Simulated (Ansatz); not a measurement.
Starting cell, SiO$_{2}$ (rutile):

```xyz
6
Lattice="4.1852 0.0000 0.0000 0.0000 4.1852 0.0000 0.0000 0.0000 2.6688" Properties=species:S:1:pos:R:3 pbc="T T T"
Si     2.0926     2.0926     1.3344
Si     0.0000     0.0000     0.0000
O      3.3737     3.3737     1.3344
O      1.2811     2.9041     0.0000
O      2.9041     1.2811     0.0000
O      0.8115     0.8115     1.3344
```

In this cell atom 3 (O, nearest neighbour Si at 1.760 Å; its periodic images, 2.7 Å or more away, move with it) is moved by u·(1.000, 0.000, 0.000) + v·(0.000, 1.000, 0.000); the rest is frozen.

Level of theory: r2SCAN (plane waves to 500 eV, PAW, scalar-relativistic; Ansatz, a program for electronic structure). k mesh 7×7×10 (Γ-centred), Fermi-Dirac smearing 0.05 eV. E stands for the smeared free energy. SiO2 was relaxed with its symmetry unable to fall.

Changes of ΔE (meV/cell) from the point u = 0.000 Å, v = 0.000 Å when one coordinate moves alone (two changes are said to add if the coupling is within 5 % of the smaller one, nearly so within 20 %):

```
point                      change
-------------------------  ------
u = 0.000 Å, v = -0.260 Å   786.8
u = 0.000 Å, v = -0.130 Å   195.8
u = -0.260 Å, v = 0.000 Å   786.8
u = -0.130 Å, v = 0.000 Å   195.8
u = 0.130 Å, v = 0.000 Å    194.4
u = 0.260 Å, v = 0.000 Å    772.0
u = 0.000 Å, v = 0.130 Å    194.4
u = 0.000 Å, v = 0.260 Å    772.0
```

Question: Do the two effects add at u = 0.130 Å, v = -0.130 Å? Give the computed change.

Answer: The sum of the single changes is 194.4 + (195.8) = 390.2; the calculation gives 216.6, so the coupling contributes -173.6 (over 20 % of the smaller single change, not additive).

Question: What is the change at u = -0.260 Å, v = -0.130 Å, where both move, and how far is it from the sum?

Answer: The sum of the single changes is 786.8 + (195.8) = 982.6; the calculation gives 1462.9, so the coupling contributes 480.3 (over 20 % of the smaller single change, not additive).

Question: Do the two effects add at u = -0.260 Å, v = 0.260 Å? Give the computed change.

Answer: The sum of the single changes is 786.8 + (772.0) = 1558.8; the calculation gives 884.8, so the coupling contributes -674.0 (over 20 % of the smaller single change, not additive).

(For displaced atoms, the force is minus the slope of the energy, and its curvature is a force constant, which sets phonon frequencies.)
